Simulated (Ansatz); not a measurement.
Sc:
Space group P6₃/mmc (No. 194); a = b = 3.3291 Å, c = 5.1911 Å, α = β = 90.00°, γ = 120.00°

```csv
atom,site,symmetry,x,y,z
Sc,2d,-6m2,0.6667,0.3333,0.2500
```

Relaxed at zero pressure with DFT-r²SCAN in the program Ansatz with PAW potentials.

### Question
The volume is lowered by 3 % and shape and atoms relax at that volume. What pressure results, and how do the axes share the change?

### Answer
1.8 GPa; a -0.9 %, b -0.9 %, c -1.1 %; the energy rises by 4 meV/atom.

### Question
Give the new structure.

### Answer

Space group P6₃/mmc (No. 194); a = 3.298 Å, b = 3.298 Å, c = 5.132 Å, α = 90.00°, β = 90.00°, γ = 120.00°

```
atom  site  symmetry       x       y       z
----  ----  --------  ------  ------  ------
Sc      2d      -6m2  0.6667  0.3333  0.2500
```

The phase is kept; no other phase was compared at this pressure.

Space group P6_3/mmc (hcp (Mg type)). The cell was relaxed with r²SCAN under the symmetry of its start. The run is not spin-polarised. Axis ratios of metals converge slowly with the k-mesh, so a and c are less sure than the volume.

Potentials: the later of the program's two PAW sets.
